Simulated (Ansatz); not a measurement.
Simulated (Ansatz). Plane-wave DFT: natural occupations of the f shells on orthogonalised atomic orbitals at the end of the run, rising, by spin; atoms or cell relaxed as the task says.

```
cell
1.0
     2.2373  -13.3022    0.0000
     2.2373   13.3022    0.0000
     0.0000    0.0000    4.3969
Gd Sn
3 7
Direct
  0.0000 0.0000 0.5000
  0.6830 0.3170 0.0000
  0.3170 0.6830 0.0000
  0.7950 0.2050 0.5000
  0.2050 0.7950 0.5000
  0.9050 0.0950 0.0000
  0.0950 0.9050 0.0000
  0.5970 0.4030 0.5000
  0.4030 0.5970 0.5000
  0.5000 0.5000 0.0000
```

Starting moments (μB): Gd number 1 7, Gd number 2 7, Gd number 3 7; others 0.

cell charge: 0 e
spin: collinear
scf start: atoms
lower state search: off
functional: PBE
wave cutoff: 420 eV
k mesh: 4, 4, 4
k shift: 0, 0, 0 mesh steps
gaussian smearing: 0.1 eV
task: single point

Problem. How are the f shells occupied at the end?

Solution. 

```tsv
shell atom	shell element	shell spin	shell occupation 1 (e)	shell occupation 2 (e)	shell occupation 3 (e)	shell occupation 4 (e)	shell occupation 5 (e)	shell occupation 6 (e)	shell occupation 7 (e)
1	Gd	up	1	1	1	1	1	1	1
1	Gd	down	0.01	0.01	0.02	0.02	0.03	0.03	0.05
2	Gd	up	1	1	1	1	1	1	1
2	Gd	down	0.01	0.01	0.01	0.02	0.02	0.02	0.03
3	Gd	up	1	1	1	1	1	1	1
3	Gd	down	0.01	0.01	0.01	0.02	0.02	0.02	0.03
```

Caveats: Gd without a U keeps its half-filled shell, but its 4f levels lie too near the Fermi level; coarse k mesh; occupations loosely converged; open f or d shells may hold a state above the lowest.
